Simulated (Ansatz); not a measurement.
# LaH3O3: ¹⁷O NMR of the central transition

Cell: a Materials Project structure (computed, not necessarily an observed phase).

Space group P6_3 (No. 173); a = 6.5145, c = 3.8346 Å, γ = 120.00°.

| site | Wyckoff | site symmetry | x | y | z |
| --- | --- | --- | --- | --- | --- |
| La | 2b | 3.. | 0.3333 | 0.6667 | 0.3166 |
| H | 6c | 1 | 0.8678 | 0.7249 | 0.3495 |
| O | 6c | 1 | 0.9195 | 0.6115 | 0.3062 |

One atom of each set is listed.

Method: Kohn–Sham DFT in Ansatz, PBE, plane waves and PAW, scalar-relativistic, 420 eV cutoff, Γ-centred 4×4×6 k-points, Fermi–Dirac smearing 0.02 eV.

¹⁷O has I = 5/2 and Q = -25.58 mb (Pyykkö 2018); at 9.4 T its Larmor frequency is ν₀ = 54.3 MHz. Only the quadrupole interaction is simulated: positions count from each site's isotropic chemical shift, and J coupling is left out, as are shift anisotropy and dipolar coupling, which fast spinning averages.

Simulated pattern of one O site (fast magic-angle spinning, Gaussian broadening 0.4 kHz):

```
offset (kHz)  height
      -16.75       0
      -16.24       1
      -15.74       5
      -15.23       5
      -14.73       5
      -14.22       5
      -13.72       6
      -13.21       6
      -12.71       6
      -12.21       6
      -11.70       6
      -11.20       7
      -10.69      10
      -10.19      53
       -9.68      80
       -9.18      55
       -8.67      45
       -8.17      41
       -7.66      39
       -7.16      38
       -6.66      37
       -6.15      38
       -5.65      38
       -5.14      40
       -4.64      43
       -4.13      47
       -3.63      54
       -3.12      71
       -2.62     100
       -2.11      58
       -1.61       4
       -1.11       0
```

Q: Which |C_Q| and η does the pattern imply?

A: The pattern spans 14.1 kHz before broadening and its centre of gravity is at -6.44 kHz, which fixes P_Q; the places of the horns and steps fix η. That gives P_Q = 7.63 MHz, |C_Q| = 7.62 MHz and η = 0.07. The sign of C_Q can't be read from the pattern.

At O V_zz points along its bond to H (within 2°).
